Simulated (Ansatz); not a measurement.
**YIn: zone-centre modes under pressure**

YIn, Pm-3m, a = 3.667 Å. The structure is a COD entry; whether it is the stable form wasn't checked. Ansatz: LDA, PAW, 420 eV, Γ-centred 12×12×12 mesh on 2 atoms, Fermi-Dirac smearing 0.15 eV; no spin polarisation. Cell and atoms are relaxed at each pressure with the symmetry kept; optical modes at Γ by linear response, in cm⁻¹, the highest.

```tsv
P (GPa)	V (Å³/atom)	ω1
0	24.657	136.6
3	23.688	147.3
10	22.000	?
```

Task: Get the mode's Grüneisen parameter γ = −d ln ω/d ln V from the other rows and predict the missing frequency.

Result: ln(V/V0) = 0.0000, -0.0401, -0.1140; a line through ln(ω/ω0) of the 2 known rows gives ω1: γ = 1.881, predicted 169.3, computed 167.9. The miss is 0.8 %, or 4 % of the shift under pressure, so a constant γ serves at that level. In a metal these frequencies hang on the mesh and smearing.